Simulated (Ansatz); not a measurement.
Relaxed-ion elastic tensor of La₂O₃ (La2O3 or Ni2Al3 type, P-3m1) in GPa (Voigt order), r²SCAN in the plane-wave PAW code Ansatz; density 6.59 g/cm³, 16.43 Å³ per atom.

```
  212    127   85.2   31.3    0.0    0.0
  127    212   85.2  -31.3    0.0    0.0
 85.2   85.2    134    0.0    0.0    0.0
 31.3  -31.3    0.0   63.8    0.0    0.0
  0.0    0.0    0.0    0.0   63.8   31.3
  0.0    0.0    0.0    0.0   31.3   42.7
```

Is the crystal mechanically stable?

Yes: the smallest eigenvalue of C is 20.2 GPa.

Work out the Voigt, Reuss and Hill averages.

K_V = 128, K_R = 116, K_H = 122; G_V = 51.5, G_R = 34.0, G_H = 42.7 GPa.

Give Young's modulus, Poisson's ratio, Pugh's ratio and the universal anisotropy index.

E = 9KG/(3K + G) = 115 GPa; ν = 0.34; K/G = 2.86 (ductile by the Pugh limit of 1.75); A_U = 5G_V/G_R + K_V/K_R − 6 = 2.68.

Estimate the sound speeds and the Debye temperature.

v_l = √((K + 4G/3)/ρ) = 5210 m/s, v_t = √(G/ρ) = 2550 m/s, mean 2860 m/s; Θ = (h/k)(3n/4πV)^(1/3) v_m = 335 K.

Solve the Christoffel equation for the three sound speeds along x, y, z.

Eigenvalues of C_ijkl n_j n_l equal ρv². In km/s, slowest first: x 1.75, 3.62, 5.68; y 2.55, 2.95, 5.76; z 3.11, 3.11, 4.51.

How much does each axis shrink under pressure?

Linear compressibilities β_i = Σ_j S_ij (j = 1 to 3): x 1.6, y 1.6, z 5.5 per TPa.

The r²SCAN relaxation kept the symmetry of its start; of distortions, only those at the zone centre were tested. Spin–orbit coupling is left out wherever it is not named.

Potentials: the earlier of the program's two PAW sets.
